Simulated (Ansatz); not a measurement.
A relaxed cell of CeO2 (Fm-3m (No. 225)), relaxed on a k-mesh at least as fine as the one used below. Calculation: PBE (plane waves to 420 eV, PAW, scalar-relativistic; Ansatz, a program for electronic structure). Γ-centred k-mesh 7×7×7 on the run's cell (coarser than for final values), Fermi–Dirac smearing 0.05 eV.

```xyz
3
Lattice="0.0000 2.7322 2.7322 2.7322 0.0000 2.7322 2.7322 2.7322 0.0000" Properties=species:S:1:pos:R:3 pbc="T T T"
Ce     0.0000     0.0000     0.0000
O      1.3661     1.3661     1.3661
O      4.0984     4.0984     4.0984
```

The atoms are displaced by (Å):

```tsv
atom	ux	uy	uz
Ce1	-0.023	0.076	-0.067
O2	-0.026	0.017	-0.175
O3	-0.077	-0.039	0.111
```

Question: What forces (eV/Å) and pressure result?

Answer: 
| atom | Fx | Fy | Fz |
|---|---|---|---|
| Ce1 | -0.42 | -0.66 | 0.28 |
| O2 | -0.11 | 0.01 | 1.48 |
| O3 | 0.52 | 0.65 | -1.76 |

Pressure +3.1 GPa.

Question: Estimate the energy cost of the displacement in the harmonic approximation and compare with the calculation.

Answer: For a harmonic well ΔE = −½ Σ F·u = 0.289 eV a cell, or 96 meV/atom. The calculated energy relative to the undisplaced cell is +91 meV/atom, so the harmonic estimate holds well.

No spin polarisation in the result: the starting moments vanished. The d or f electrons are treated with no Hubbard U. The f-shell occupation is the one the SCF fell into and was not checked against other states.

The run that gave the undisplaced cell could not lose the symmetry of its start; a randomly shaken copy of 3 atoms returns to this structure.
